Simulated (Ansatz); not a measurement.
A geometry of Sn away from equilibrium: step 2 of the relaxation of a relaxed Sn cell, doubled along one cell vector, shaken by Gaussian noise of σ = 0.08 Å a coordinate. Method: PBEsol (plane waves to 420 eV, PAW, scalar-relativistic; Ansatz, a quantum-chemistry and plane-wave program). Γ-centred k-mesh 12×12×6 on the run's cell (coarser than for final values), Fermi–Dirac smearing 0.05 eV.

```yaml
crystal:
  lattice:
    - [0.01991, 2.77851, 5.86415]
    - [1.68714, 0.00312, 5.86834]
    - [3.34527, 5.55727, 0.01122]
  atoms:
    - { symbol: Sn, position: [0.11972, 0.13081, 0.45188] }
    - { symbol: Sn, position: [0.10289, 0.13877, 0.94850] }
    - { symbol: Sn, position: [0.90425, 0.81884, 0.06621] }
    - { symbol: Sn, position: [0.87810, 0.85062, 0.56607] }
```

Q: Which atoms carry the largest force, and which way does it point?

A: 0.16 eV/Å, on Sn2, Sn3 (atoms numbered as listed); on Sn2 its components are (0.01, 0.03, 0.15).

Q: What is the pressure?

A: -0.6 GPa, compression positive.

Q: How much energy per atom can still be gained by relaxing?

A: 0.05 eV/atom; the path ends in P6/mmm (No. 191) (AFLOW prototype A_hP1_191_a (A_f, as in Sn)).

No spin polarisation in the result.

The end of the path is a generated cell of Sn: the first start was made by placing the elements on the sites of a structure type, and the end was not matched to a known phase here, so it may be hypothetical. Known forms of Sn include space group No. 141, 227.
